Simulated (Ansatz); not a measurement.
Computed with Ansatz 0.2.0, DFT PBE, scalar-relativistic, plane waves, PAW. All cells share a 420 eV cutoff and Γ-centred k meshes spaced at most about 0.3 Å⁻¹ (about 0.25 or finer for metals, 2π included). No spin polarisation in the final relaxations.

Temperature and zero-point effects are left out.

Two relaxed structures of Nb3C2:

1.

```yaml
crystal:
  lattice:
    - [2.77482, 0.00000, 0.00000]
    - [-1.38741, 2.40307, 0.00000]
    - [0.00000, 0.00000, 9.98667]
  atoms:
    - { symbol: Nb, position: [0.66667, 0.33333, 0.22661] }
    - { symbol: Nb, position: [0.66667, 0.33333, 0.77339] }
    - { symbol: Nb, position: [0.66667, 0.33333, 0.50000] }
    - { symbol: C, position: [0.66667, 0.33333, 0.00000] }
    - { symbol: C, position: [0.00000, 0.00000, 0.00000] }
```

2.

```yaml
crystal:
  lattice:
    - [3.51005, 0.00000, 0.00000]
    - [-1.75503, 3.03979, 0.00000]
    - [0.00000, 0.00000, 13.16465]
  atoms:
    - { symbol: Nb, position: [0.33333, 0.66667, 0.07944] }
    - { symbol: Nb, position: [0.66667, 0.33333, 0.57944] }
    - { symbol: Nb, position: [0.66667, 0.33333, 0.92056] }
    - { symbol: Nb, position: [0.33333, 0.66667, 0.42056] }
    - { symbol: Nb, position: [0.00000, 0.00000, 0.25000] }
    - { symbol: Nb, position: [0.00000, 0.00000, 0.75000] }
    - { symbol: C, position: [0.00000, 0.00000, 0.00000] }
    - { symbol: C, position: [0.00000, 0.00000, 0.50000] }
    - { symbol: C, position: [0.33333, 0.66667, 0.25000] }
    - { symbol: C, position: [0.66667, 0.33333, 0.75000] }
```

Problem. Which would you expect to be lower, and how large is the difference?

Solution. Cell 2 is lower, by 0.96 eV/atom. Cell 1 has space group P-6m2 (No. 187), 13.3 Å³/atom and no gap on its mesh; cell 2 has space group P6_3/mmc (No. 194), 14.0 Å³/atom and no gap. Counting C atoms around Nb (those within 1.25 times the shortest such distance or 1.15 times the sum of covalent radii, 1.27 where that leaves under three; a plus sign parts nearer from farther groups; the shortest distance is added where it exceeds 1.18 times the sum of covalent radii; a slash parts the counts of unlike sites), cell 1 has Nb 1+3/26 from 5.0 Å and cell 2 has Nb 3/4. Cell 1 holds C–C nets (shortest 1.60 Å); in cell 2 the shortest C–C distance is 3.51 Å. The lower one is the more open, so pressure narrows the difference. Both come from invented guesses. A third cell relaxed alike, in Cmmm, lies 244 meV/atom below the lower of the two.

Cells relaxed within their symmetry can be saddle points.
